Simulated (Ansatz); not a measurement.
Question: Name crystals whose computed values (plane-wave PAW HSE06 (Ansatz code)) fall in these windows: gap (eV) 0.52 to 0.74; B₀ by P(V) fit (GPa) 52 to 69.

Answer: 

```tsv
crystal	gap (eV)	B₀ by P(V) fit (GPa)
InGaAs2, P-4m2 (In on 1d, Ga on 1b, As on 2g)	0.63	64.1
Mg2Si, fluorite or antifluorite type	0.56	58.1
GaSb, wurtzite	0.70	53.4
```
Others may fit too.

Built on a structure type that need not be the filed one of that space group: GaSb, wurtzite. Not the usual ambient phase: GaSb, wurtzite. Standing as an ambient phase not checked: InGaAs2, P-4m2 (In on 1d, Ga on 1b, As on 2g). Perhaps ordered models of mixed-site phases: InGaAs2, P-4m2 (In on 1d, Ga on 1b, As on 2g). All cells were relaxed under the symmetry of their starts (and spin orders); stability against distortions was not tested throughout. Scalar-relativistic: spin–orbit coupling is off unless named, which matters more the heavier the elements.

Potentials: the later of the program's two PAW sets.
